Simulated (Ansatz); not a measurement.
Relaxed candidate structures of BeS:

A. F-43m (No. 216), cF8, zinc blende type; a = b = c = 4.869 Å, α = β = γ = 90.00°; S 4c (0.250, 0.250, 0.250); Be 4a (0.000, 0.000, 0.000)

B. P6/mmm (No. 191), hP6; a = b = 9.396 Å, c = 3.693 Å, α = β = 90.00°, γ = 120.00°; Be 3g (0.500, 0.500, 0.500); S 3f (0.000, 0.500, 0.000)

C. P6₂22 (No. 180), hP6; a = 3.4501 Å, b = 3.4501 Å, c = 7.8321 Å, α = 90.00°, β = 90.00°, γ = 120.00°; Be 3c (0.500, 0.000, 0.000); S 3d (0.500, 0.000, 0.500)

D. P4₂/mmc (No. 131), tP4; a = 3.2872 Å, b = 3.2872 Å, c = 5.9539 Å, α = 90.00°, β = 90.00°, γ = 90.00°; Be 2c (0.000, 0.500, 0.000); S 2e (0.000, 0.000, 0.250)

E. Cmcm (No. 63), oS8; a = 3.1802 Å, b = 12.4709 Å, c = 3.1824 Å, α = β = γ = 90.00°; Be 4c (0.000, 0.685, 0.250); S 4c (0.000, 0.147, 0.750)

Problem. Rank these by energy per atom (lowest first), as r2SCAN (plane waves to 500 eV, PAW, scalar-relativistic; Ansatz, a first-principles code) gives it.

Solution. A (reference, the lowest among the structures calculated here), C (+344 meV/atom), E (+584 meV/atom), D (+0.85 eV/atom), B (+977 meV/atom)

Problem. Which candidates are metallic at this level, and what gaps do the others have?

Solution. No gap: D. A: 3.59 eV (no spin-orbit coupling); B: 3.42 eV (no spin-orbit coupling); C: 3.19 eV (no spin-orbit coupling); E: 1.44 eV (no spin-orbit coupling).

Probably no minimum, since a slightly shaken restart fell lower: Cmcm, oS8 (by 0.46 eV/atom, to P-3m1). 2 runs with a doubtful electronic state, a coarser numerical grid, an end not at rest or a source that can't be used are left out. 8 generated cells of layers, chains or molecules, poorly bound without dispersion, are left out. Each run could gain symmetry but not lose that of its start, so entries can be saddle points. From databases, or of a type measured for this composition: F-43m, cF8, zinc blende type; the others are generated cells (placed on structure types, drawn at random, substituted or restacked) that were not matched to a known phase here. Static energies at zero pressure. No spin polarisation in the result. No dispersion correction is included, so spacings between layers, chains or molecules are soft and tend to come out too large.
